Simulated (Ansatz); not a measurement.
# Mg-25 NMR of the central transition in RbMgAlF6

Cell: a Materials Project structure (computed, not necessarily an observed phase).

Space group Imma (No. 74); a = 7.1107, b = 7.2210, c = 10.1081 Å.

| site | Wyckoff | site symmetry | x | y | z |
| --- | --- | --- | --- | --- | --- |
| Rb | 4e | mm2 | 0.5000 | 0.2500 | 0.3691 |
| Mg | 4b | 2/m.. | 0.0000 | 0.0000 | 0.5000 |
| Al | 4d | .2/m. | 0.2500 | 0.7500 | 0.2500 |
| F7 | 4e | mm2 | 0.5000 | 0.7500 | 0.3027 |
| F8 | 4e | mm2 | 0.0000 | 0.2500 | 0.4189 |
| F9 | 16j | 1 | 0.7052 | 0.9284 | 0.1282 |

One atom of each set is listed; the run and its k-mesh use a cell of 18 atoms with edges of 7.16, 7.16, 7.16 Å.

The numbers come from a DFT calculation in Ansatz (PBE, plane waves and PAW, scalar-relativistic, 420 eV cutoff, Γ-centred 5×5×5 k-points, Fermi–Dirac smearing 0.02 eV).

Mg-25 has I = 5/2 and Q = 199.4 mb (Pyykkö 2018); at 23.5 T its Larmor frequency is ν₀ = 61.3 MHz. Only the quadrupole interaction is simulated: positions count from each site's isotropic chemical shift, and J coupling is left out, as are shift anisotropy and dipolar coupling, which fast spinning averages.

Q: Simulate the second-order pattern (fast magic-angle spinning, Gaussian broadening 0.3 kHz) of site Mg (6 F at 1.98–2.02 Å).

A: The calculation gives C_Q = -4.98 MHz and η = 0.18, so ν_Q = 0.747 MHz and the centre of gravity lies at -40.0 ppm (-2.45 kHz).

offset (kHz), height and a bar:
```
   -6.371          0 
   -6.174          2 #
   -5.976          6 ##
   -5.779          7 ##
   -5.582          7 ##
   -5.384          8 ##
   -5.187          8 ##
   -4.989          8 ##
   -4.792          8 ##
   -4.595          9 ###
   -4.397         10 ###
   -4.200         20 ######
   -4.003         44 #############
   -3.805         66 ####################
   -3.608         86 ##########################
   -3.411         78 ########################
   -3.213         64 ###################
   -3.016         57 #################
   -2.819         55 ################
   -2.621         53 ################
   -2.424         53 ################
   -2.227         54 ################
   -2.029         56 #################
   -1.832         60 ##################
   -1.634         67 ####################
   -1.437         81 ########################
   -1.240        100 ##############################
   -1.042         91 ###########################
   -0.845         71 #####################
   -0.648         43 #############
   -0.450         10 ###
   -0.253          0
```
